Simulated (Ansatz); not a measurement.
# Property card for MgO

MgO:
```
CELL_PARAMETERS angstrom
      3.49395     0.00000     0.00000
     -1.74697     3.02585     0.00000
      0.00000     0.00000     4.19404
ATOMIC_POSITIONS crystal
  Mg 0.66667 0.33333 0.75000
  Mg 0.33333 0.66667 0.25000
  O  0.66667 0.33333 0.25000
  O  0.33333 0.66667 0.75000
```

Space group P6_3/mmc (No. 194); conventional cell a = b = 3.494 Å, c = 4.194 Å, α = β = 90.00°, γ = 120.00°.

Method: PBEsol (plane waves, PAW; program Ansatz). Geometry: relaxed at this level of theory. Other levels are named where they apply.

**Cell and energy**

```json
{
 "volume_per_atom": "11.09 Å³",
 "density": "3.02 g/cm³",
 "Formation energy from the elements (no fitted shifts)": "-2.67 eV/atom"
}
```

**Electronic structure**

```json
{
 "band_gap": "3.27 eV (direct)",
 "valence_band_maximum": "at Γ",
 "conduction_band_minimum": "at Γ",
 "electron_effective_mass": "0.33, 0.33, 0.37 mₑ (principal values)",
 "hole_effective_mass": "0.39, 2.0, 2.0 mₑ (principal values)",
 "HSE06 gap on the PBEsol cell": "5.00 eV"
}
```

**Mechanics**

```json
{
  "Bulk modulus (Birch–Murnaghan fit)": "130 GPa",
  "Pressure derivative B′": "4.1",
  "Elastic constants (relaxed ions, GPa)": "C11 = 182, C12 = 125, C13 = 75.3, C33 = 259, C44 = 113",
  "mechanical_stability": "stable (all eigenvalues of C positive)",
  "hill_bulk_and_shear_moduli": "130 and 62.3 GPa",
  "Young's modulus": "161 GPa",
  "Poisson's ratio": "0.29",
  "debye_temperature_from_the_elastic_constants": "677 K"
}
```

**Dielectric response**

```json
{
 "Electronic dielectric constant ε∞ (DFPT)": "3.05 (xx = yy), 3.07 (zz)",
 "Static dielectric constant ε0 (ions relaxed, cell fixed)": "6.05 (xx = yy), 9.77 (zz)",
 "Born charges (a third of the trace)": "Mg +1.85, O -1.85 e"
}
```

**Phonons**

```json
{
 "Highest zone-centre frequency (without LO–TO term)": "532 cm^-1",
 "zone_centre_stability": "no imaginary mode at Γ",
 "dynamical_stability_on_the_path": "stable (no imaginary branch)",
 "zero_point_energy": "73.4 meV/atom",
 "Vibrational entropy at 300 K": "14.4 J/(K·mol of atoms)"
}
```

The first step of the workflow began from a Materials Project structure, measured or hypothetical; the Crystallography Open Database copy checked does not list it. It is not the phase usual at ambient conditions (space group No. 225). The PBEsol relaxation kept the symmetry of its start. The references are the lowest solids computed at this level, not always the standard phases (solids in place of the gases).

Potentials: the later of the program's two PAW sets.
